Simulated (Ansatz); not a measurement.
Space group P4/nmm:1 (No. 129). a = 3.771 Å, b = 3.771 Å, c = 4.563 Å, α = 90.00°, β = 90.00°, γ = 90.00°
| atom | site | symmetry | x | y | z |
| --- | --- | --- | --- | --- | --- |
| Sn | 2c | 4mm | 0.5000 | 0.0000 | 0.2533 |
| O | 2a | -4m2 | 0.0000 | 0.0000 | 0.0000 |

Equation of state of this SnO structure (not necessarily the ground state), with shape and atoms relaxed at each volume where symmetry leaves them free. The calculation used DFT PBEsol+D3(BJ), scalar-relativistic, plane waves, PAW in Ansatz.

Plane waves to 420 eV, a k mesh through Γ of 12×12×10 on the computed 4-atom cell and Gaussian smearing (0.10 eV); no spin polarisation.

```tsv
V (Å³/atom)	E − E(largest V) (meV/atom)	P (GPa)	gap on mesh (eV)
14.272	29.69	9.39	0.00
14.759	6.28	6.08	0.00
15.245	-7.97	3.43	0.00
15.732	-15.12	1.44	0.00
16.218	-17.26	-0.01	0.00
16.705	-15.44	-1.21	0.00
17.191	-10.42	-2.15	0.00
17.840	0.00	-3.08	0.13
```

Q: Fit a third-order Birch–Murnaghan equation to E(V).

A: V0 = 16.20 Å³/atom, B0 = 45 GPa, B0' = 8.1.

Cost: 8 runs of about 12 core-minutes in all, on Arm Neoverse V1 (shared hosts).